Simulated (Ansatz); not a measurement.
A relaxed structure of KBr is spoiled in several ways and relaxed again each time (noise and exchanges are one random draw each; pressure is positive under compression). These are PBEsol (plane waves to 420 eV, PAW, scalar-relativistic; Ansatz, a quantum-chemistry and plane-wave program) values and carry that method's errors.

Space group Fm-3m (No. 225); a = 6.549 Å, b = 6.549 Å, c = 6.549 Å, α = 90.00°, β = 90.00°, γ = 90.00°

```
atom  site  symmetry       x       y       z
----  ----  --------  ------  ------  ------
Br      4a      m-3m  0.0000  0.0000  0.0000
K       4b      m-3m  0.5000  0.5000  0.5000
```
(The calculation used a cell of 2 atoms; values per cell refer to that cell.)

### Question
One start gave a first pressure of -1.9 GPa and released 0.073 eV/atom. Which change was it?
A. with every coordinate shifted by Gaussian noise of σ = 0.2 Å
B. with every coordinate shifted by Gaussian noise of σ = 0.1 Å
C. doubled along one cell vector, shaken by Gaussian noise of σ = 0.08 Å a coordinate
D. deformed by the Cartesian strain tensor (xx, yy, zz, yz, xz, xy) = (0.075, 0.053, 0.098, -0.018, 0.011, -0.054)

### Answer
D, deformed by the Cartesian strain tensor (xx, yy, zz, yz, xz, xy) = (0.075, 0.053, 0.098, -0.018, 0.011, -0.054). All starts:

| change | first pressure (GPa) | first V (Å³/atom) | released (eV/atom) | moves | outcome | final group | E − E(parent) (eV/atom) |
|---|---|---|---|---|---|---|---|
| with every coordinate shifted by Gaussian noise of σ = 0.2 Å | 1.6 | 35.11 | 0.097 | 4 | returns to the parent | Fm-3m | 0.000 |
| with every coordinate shifted by Gaussian noise of σ = 0.1 Å | 0.4 | 35.11 | 0.021 | 4 | returns to the parent | Fm-3m | 0.000 |
| deformed by the Cartesian strain tensor (xx, yy, zz, yz, xz, xy) = (0.075, 0.053, 0.098, -0.018, 0.011, -0.054) | -1.9 | 43.51 | 0.073 | 5 | returns to the parent | Fm-3m | 0.000 |
| doubled along one cell vector, shaken by Gaussian noise of σ = 0.08 Å a coordinate | 0.1 | 35.11 | 0.006 | 2 | returns to the parent | Fm-3m | 0.000 |

First-step values come from each run's starting, coarser k-mesh (6×6×6, 3×6×6). Each cell has its own k-point mesh; energy differences are given only to the digits this allows. No spin polarisation in the result.
